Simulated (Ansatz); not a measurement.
Here is an unrelaxed guess for AsAu.

```
CELL_PARAMETERS angstrom
1.84841 1.06718 3.04542
-1.84841 1.06718 3.04542
0.00000 -2.13436 3.04542
ATOMIC_POSITIONS crystal
As 0.00000 0.00000 0.00000
Au 0.50000 0.50000 0.50000
```

All numbers below come from DFT PBE, scalar-relativistic, plane waves, PAW in Ansatz. Cutoff 420 eV; k points 6×6×6 on the computed 2-atom cell (Γ-centred); Gaussian smearing, width 0.10 eV; no spin polarisation.

The zero of energy is the elements' standard structures at the same level; no fitted shifts are applied.

Q: What does a single point on this coarse mesh give?

A: The pressure is 13.7 GPa (the mean over three directions, positive in compression), the largest force is 0.00 eV/Å (symmetry fixes the atoms), and the energy is +0.19 eV/atom against the elements. The shortest distance is 2.62 Å.

Q: How much does it gain on relaxing, and where does it end?

A: Relaxing gains under 0.1 eV/atom (the start's value is from the coarse mesh, so the gain is rough) in 7 ionic steps and ends at +0.12 eV/atom on the finer mesh. The symmetry goes from R-3m (No. 166) to Fm-3m (No. 225). The end has the rock salt type. The volume per atom grows by 10.9 %, from 18.0 to 20.0 Å³. The shortest distance goes from 2.62 Å (As–Au) to 2.71 Å (As–Au). Conventional cell: a = 5.428 Å. As is surrounded by 6 Au at 2.71 Å; Au is surrounded by 6 As at 2.71 Å.

The last run used an 18×18×18 mesh for its 2-atom cell and Gaussian smearing of 0.10 eV. These runs have no spin–orbit coupling, which can matter for Au. The reference form of As is held partly by dispersion forces, which this level lacks. The relaxation can't lower the symmetry of the start. Symmetry constrained the relaxation, so the result can be a saddle point.
